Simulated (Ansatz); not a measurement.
## Notes on Lu$_{2}$SbPd$_{2}$

```xyz
10
Lattice="7.5539 0.0000 0.0000 0.0000 7.5539 0.0000 0.0000 0.0000 3.4955" Properties=species:S:1:pos:R:3 pbc="T T T"
Pd    2.8078    6.5847    0.0000
Pd    0.9692    2.8078    0.0000
Pd    4.7461    0.9692    0.0000
Pd    6.5847    4.7461    0.0000
Lu    1.2721    5.0490    1.7478
Lu    2.5049    1.2721    1.7478
Lu    6.2818    2.5049    1.7478
Lu    5.0490    6.2818    1.7478
Sb    0.0000    0.0000    0.0000
Sb    3.7769    3.7769    0.0000
```

Level: r2SCAN, no spin polarisation; 500 eV; 5×5×10 Γ-centred mesh; fermi-dirac occupations (width 0.1 eV); Ansatz 0.2.0, fixed geometry.

**At the Fermi level.** It is a metal, with about 4.9 states/eV a cell as the mean within 0.25 eV of the Fermi level, mostly Lu d (54 %) and Sb p (14 %).
**Charges.** Bader charges in e: Lu +1.63, Sb -0.68, Pd -1.29. In the mean Lu gives up most and Pd takes most.
**Contacts.** Pd–Pd at 2.74 Å: least valence density 0.32 e/Å³ and ELF 0.22 there. Pd–Lu at 2.79 Å: least valence density 0.28 e/Å³ and ELF 0.16 there. Pd–Sb at 2.97 Å: least valence density 0.26 e/Å³ and ELF 0.28 there. These are pseudo-fields; inside the PAW spheres they differ from the all-electron ones.
**Stress.** The pressure is 4.9 GPa (compression positive), so with the atoms held at these fractions the cell would first expand.
**Formation energy.** -0.96 eV an atom against the elements' usual phases (free molecules for gases, crystals otherwise, with no correction for O₂ or N₂), so it is bound against them; other compounds may still compete. Relaxing would lower it.

Origin: a known structure type with other elements, at an estimated volume, so it need not be a known compound.
